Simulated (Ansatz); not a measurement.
**MgS: how much do the potentials matter?**

MgS in the rock-salt structure, in a typed cell, not relaxed.

```
CELL_PARAMETERS angstrom
0.00000 2.61500 2.61500
2.61500 0.00000 2.61500
2.61500 2.61500 0.00000
ATOMIC_POSITIONS crystal
Mg 0.00000 0.00000 0.00000
S 0.50000 0.50000 0.50000
```

Computed with Ansatz (plane-wave DFT, scalar-relativistic): PBE; k mesh 6×6×6; fixed occupations; no spin. Harmonic phonons by linear response, frequencies in cm⁻¹, imaginary ones marked i; at Γ the three translations are left out and no LO–TO term is added.

Caveats: coarse k mesh; the program warns that the mesh is coarse for the field response.

The reference is the run on all-electron PAW datasets (no frozen core) at 250 eV and 17.88 Å³ an atom: top Γ mode (cm⁻¹) 224; lowest mode at X = [0.5, 0, 0.5] (cm⁻¹) 126; top mode at X = [0.5, 0, 0.5] (cm⁻¹) 292; mean ε∞ 5.34; mean Born charge of Mg (e) 2.35.

The same calculation was made on Ansatz generated PAW, Ansatz hand-made PAW, JTH PAW, PseudoDojo norm-conserving, Ansatz norm-conserving. How far do the results move?


```json
{"potentials": "Ansatz generated PAW", "cutoff (eV)": "420", "top Γ mode (cm⁻¹)": "223", "lowest mode at X = [0.5, 0, 0.5] (cm⁻¹)": "126", "top mode at X = [0.5, 0, 0.5] (cm⁻¹)": "291", "mean ε∞": "5.33", "mean Born charge of Mg (e)": "2.35"}
{"potentials": "Ansatz hand-made PAW", "cutoff (eV)": "620", "top Γ mode (cm⁻¹)": "224", "lowest mode at X = [0.5, 0, 0.5] (cm⁻¹)": "126", "top mode at X = [0.5, 0, 0.5] (cm⁻¹)": "292", "mean ε∞": "5.33", "mean Born charge of Mg (e)": "2.35"}
{"potentials": "JTH PAW", "cutoff (eV)": "900", "top Γ mode (cm⁻¹)": "224", "lowest mode at X = [0.5, 0, 0.5] (cm⁻¹)": "125", "top mode at X = [0.5, 0, 0.5] (cm⁻¹)": "292", "mean ε∞": "5.31", "mean Born charge of Mg (e)": "2.34"}
{"potentials": "PseudoDojo norm-conserving", "cutoff (eV)": "1143", "top Γ mode (cm⁻¹)": "224", "lowest mode at X = [0.5, 0, 0.5] (cm⁻¹)": "125", "top mode at X = [0.5, 0, 0.5] (cm⁻¹)": "292", "mean ε∞": "5.35", "mean Born charge of Mg (e)": "2.35"}
{"potentials": "Ansatz norm-conserving", "cutoff (eV)": "1143", "top Γ mode (cm⁻¹)": "224", "lowest mode at X = [0.5, 0, 0.5] (cm⁻¹)": "126", "top mode at X = [0.5, 0, 0.5] (cm⁻¹)": "292", "mean ε∞": "5.35", "mean Born charge of Mg (e)": "2.35"}
```

The largest move among the frequencies in the table is 0.7 cm⁻¹, in the top Γ mode on Ansatz generated PAW.
